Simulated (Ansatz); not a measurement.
PtS₂ (CdI2 type)

```
PtS2
1.0
    3.58361     0.00000     0.00000
   -1.79180     3.10349     0.00000
    0.00000     0.00000     4.65640
Pt S
1 2
Direct
  0.00000   0.00000   0.00000
  0.66667   0.33333   0.25900
  0.33333   0.66667   0.74100
```

The slice is a (1 -1 0 0) plane (indices of the conventional cell) through the point (0.667, 0.333, 0.259) (fractional), spanned by u = [110] and v = [001] in vectors of this cell: u (3.58 Å) and v (4.66 Å, at 90° to u). It covers one period; positions are fractions (u, v).

Level of theory: PBE-D3(BJ) (plane waves to 420 eV, PAW, scalar-relativistic; Ansatz, a program for electronic structure). k mesh 15×15×10. Inside the PAW spheres the values are not all-electron values, and peaks at nuclei hang on which shells count as valence. At this level the bands of PtS2 touch or barely overlap; measurements give the solid a gap. PtS2 is run without spin polarisation. PtS2 was relaxed with its symmetry unable to fall. Spin-orbit coupling is left out, though Pt is heavy.

Question: Sketch the electron localisation function (ELF) on this plane as a map.

Answer: 
```tsv
v \ u	0.00	0.12	0.24	0.36	0.48	0.60	0.72	0.84	0.96
0.94	x	0.65	0.81	0.38	0.23	0.28	0.71	0.79	x
0.84	0.68	0.76	0.59	0.27	0.32	0.27	0.44	0.76	0.70
0.75	0.43	0.37	0.24	0.25	0.32	0.28	0.23	0.32	0.42
0.66	0.07	0.09	0.19	0.29	0.31	0.30	0.23	0.11	0.08
0.56	0.02	0.05	0.23	0.51	0.66	0.58	0.33	0.09	0.02
0.47	0.02	0.04	0.24	0.61	0.76	0.68	0.37	0.07	0.02
0.38	0.05	0.04	0.12	0.49	0.68	0.59	0.22	0.05	0.05
0.28	0.67	0.42	0.10	0.14	0.34	0.22	0.09	0.27	0.64
0.19	0.94	0.90	0.57	0.09	0.05	0.06	0.34	0.85	0.93
0.09	x	0.84	0.80	0.30	0.05	0.15	0.69	0.86	x
0.00	x	x	0.82	0.41	0.15	0.26	0.75	0.73	x
```

Values: electron localisation function (ELF). Points within 0.5 Å of a nucleus are blanked (x), as the pseudised field means little there.
